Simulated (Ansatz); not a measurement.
Question: Name crystals whose computed values (r²SCAN in the plane-wave PAW code Ansatz) fall in these windows: B₀ by P(V) fit (GPa) 170 to 230; G_Hill (GPa) 110 to 140; Θ_D (K) 540 to 670.

Answer: 

```tsv
crystal	B₀ by P(V) fit (GPa)	G_Hill (GPa)	Θ_D (K)
AlMo2C, P6_3/mmc (Al on 2d, Mo on 4f, C on 2a)	208	126	583
AlCo, CsCl type	194	124	651
GaN, zinc blende	196	113	631
KTaO3, cubic perovskite	210	136	622
GaN, wurtzite	196	114	636
```
Others may fit too.

Spin orders computed, not proven ground states: AlCo, CsCl type ferromagnetic. Typed or built starts, not in the databases checked: AlMo2C, P6_3/mmc (Al on 2d, Mo on 4f, C on 2a). All cells were relaxed under the symmetry of their starts (and spin orders); stability against distortions was not tested throughout. Rows with no word on spin ran without spin polarisation. Scalar-relativistic: spin–orbit coupling is off unless named, which matters more the heavier the elements.

Potentials: the earlier of the program's two PAW sets.
